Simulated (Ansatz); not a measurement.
CrGe (rock salt), relaxed with PBE (Ansatz, a quantum-chemistry and plane-wave program, plane waves, PAW): a = 5.015 Å, b = 5.015 Å, c = 5.015 Å, α = 90.00°, β = 90.00°, γ = 90.00°.

```
Quantity                                                                        Value
---------------------------  --------------------------------------------------------
ΔH_f (eV/atom)                                                                   0.34
B₀ by P(V) fit (GPa)                                                              106
spin order and moments (μB)  ferromagnetic; net 1.07 per atom; largest site about 2.5
```

Task: The same phase is relaxed and computed with PBEsol in the same code. What are the cell and these values now?

Result: a = 4.9312 Å, b = 4.9312 Å, c = 4.9312 Å, α = 90.00°, β = 90.00°, γ = 90.00°.

ΔH_f (eV/atom): 0.35
B₀ by P(V) fit (GPa): 125
spin order and moments (μB): ferromagnetic; net 1.02 per atom; largest site about 2.3

Spin orders computed, not proven ground states: CrGe, rock salt with PBE ferromagnetic; CrGe, rock salt with PBEsol ferromagnetic. Constructed cells (a structure type filled with these elements, in neither database checked): CrGe, rock salt. Unstable at this level: CrGe, rock salt with PBE; CrGe, rock salt with PBEsol. All cells were relaxed under the symmetry of their starts (and spin orders); stability against distortions was not tested throughout. Scalar-relativistic: spin–orbit coupling is off unless named, which matters more the heavier the elements.

Potentials: the later of the program's two PAW sets.

Ansatz is a plane-wave DFT program.

Formation energies count from the lowest solids of the elements computed at the same level, not from gases.
